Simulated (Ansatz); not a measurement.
What DFT gives for K₂NaRhF₆

```xyz
10
Lattice="0.0000 4.2112 4.2112 4.2112 0.0000 4.2112 4.2112 4.2112 0.0000" Properties=species:S:1:pos:R:3 pbc="T T T"
K     2.1056    2.1056    2.1056
K     6.3168    6.3168    6.3168
F     2.0045    4.2112    4.2112
F     4.2112    2.0045    4.2112
F     6.4179    4.2112    4.2112
F     4.2112    6.4179    4.2112
F     4.2112    4.2112    2.0045
F     4.2112    4.2112    6.4179
Rh    0.0000    0.0000    0.0000
Na    4.2112    4.2112    4.2112
```

Method: PBEsol, no spin polarisation; PAW, plane waves to 420 eV, 5×5×5 Γ-centred mesh, fermi-dirac occupations (width 0.1 eV) (Ansatz 0.2.0), atoms fixed.

Question: What does the stress say?

Answer: The pressure is -2.6 GPa (compression positive), so with the atoms held at these fractions the cell would first shrink.

Question: What is the character of the valence top and the conduction bottom?

Answer: Within 0.7 eV of the edges, the states project mainly on Rh d (74 %) and F p (24 %) below the gap and on Rh d (64 %) and F p (31 %) above it.

Question: Is there a gap, and of what kind?

Answer: The gap is 1.81 eV, direct at the points sampled.

Question: Where is the largest force?

Answer: The largest is on F7 (and as large on other atoms): 0.54 eV/Å, components (0.00, 0.00, -0.54). It makes 0° with the line to a nearest neighbour, Rh9 at 2.00 Å, pointing towards it.

Question: What is the formation energy?

Answer: -2.37 eV an atom against the elements' usual phases (free molecules for gases, crystals otherwise, with no correction for O₂ or N₂), so it is bound against them; other compounds may still compete. Relaxing would lower it.

Question: Which element gives electrons and which takes them?

Answer: Bader charges in e: K +0.90, Na +0.89, Rh +1.52, F -0.70. In the mean Rh gives up most and F takes most.

Question: What do density and ELF say about some of the short contacts?

Answer: F–Rh at 2.00 Å: least valence density 0.66 e/Å³ and ELF 0.15 there. F–Na at 2.21 Å: least valence density 0.16 e/Å³ and ELF 0.03 there, a closed-shell (ionic or weak) contact. K–F at 2.98 Å: least valence density 0.06 e/Å³ and ELF 0.02 there, a closed-shell (ionic or weak) contact. Both are smooth PAW fields, read partly inside the augmentation spheres.

Origin: a database entry at a rescaled volume.
